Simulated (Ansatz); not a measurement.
**Work and stress of cleavage in HfO₂**

Level of theory: DFT r2SCAN, scalar-relativistic, plane waves, PAW in Ansatz. Settings: plane waves to 500 eV, k-mesh 7×7×3 (Γ-centred), Gaussian smearing 0.05 eV. Spin–orbit coupling is left out, which can shift energies with elements as heavy as these. No spin polarisation. Energies are free energies at this smearing, counted from the undisturbed cell; pressure is positive in compression.

The starting cell (relaxed at this level; this fluorite-type form isn't the usual structure):

```xyz
9
Lattice="2.5292 -2.5292 0.0000 2.5292 0.0000 -2.5292 5.0583 5.0583 5.0583" Properties=species:S:1:pos:R:3 pbc="T T T"
Hf    4.2154    4.2154    4.2154
Hf    4.2154    1.6862    1.6862
Hf    4.2154   -0.8430   -0.8430
O     5.4799    0.4216    0.4216
O     0.4216    0.4216    0.4216
O     5.4799    2.9508    2.9508
O     8.0091    2.9508    2.9508
O     2.9508    2.9508    2.9508
O     2.9508    0.4216    0.4216
```

The cut lies on the cell's a–b face, a (1 1 1) plane (indices in the standard cell, whose axes needn't be the Cartesian ones shown) of area 11.08 Å², between layers 1.46 Å apart. Vector c is lengthened by d along the normal with the atoms' Cartesian places fixed: one unrelaxed cut a cell. The traction is positive where the two halves pull on each other.

| d (Å) | energy (J/m²) | traction (GPa) |
| --- | --- | --- |
| -0.30 | 1.42 | -124.4 |
| -0.15 | 0.26 | -40.0 |
| 0.00 | 0.00 | 0.0 |
| 0.25 | 0.34 | 20.9 |
| 0.50 | 0.87 | 20.4 |
| 0.75 | 1.32 | 15.2 |
| 1.00 | 1.64 | 10.5 |
| 1.50 | 2.00 | 4.8 |
| 2.00 | 2.17 | 2.2 |
| 3.00 | 2.28 | 0.4 |
| 4.50 | 2.30 | 0.0 |
| 6.00 | 2.30 | 0.0 |

**Question.** What are the work of separation and the cleavage stress, and do they fit the universal binding curve?

**Answer.** The energy levels off near W ≈ 2.30 J/m² (the traction is down to 0.0 GPa), the energy of the two unrelaxed faces, 1.15 J/m² each on average. The largest sampled traction is 20.9 GPa at d = 0.25 Å, and a parabola through it and its two neighbours peaks at σ_max ≈ 23.3 GPa, d ≈ 0.37 Å. The curve E = W[1 − (1 + d/ℓ)exp(−d/ℓ)] peaks in traction at d = ℓ with σ_max = W/(eℓ); with 1 J/m² per Å = 10 GPa this W and σ_max give ℓ = 0.36 Å. A parabola through that curve at the same three d peaks at 0.38 Å, against 0.37 Å here, a fair fit. Real crystals break at far lower stress, because cracks concentrate it, and on the plane of lowest W, which needn't be this one.

The cut is rigid; relaxing the faces lowers these energies and usually the stresses.

Cost: 12 runs of about 5.3 core-minutes in all, on Intel Xeon Processor @ 2.70GHz (shared hosts).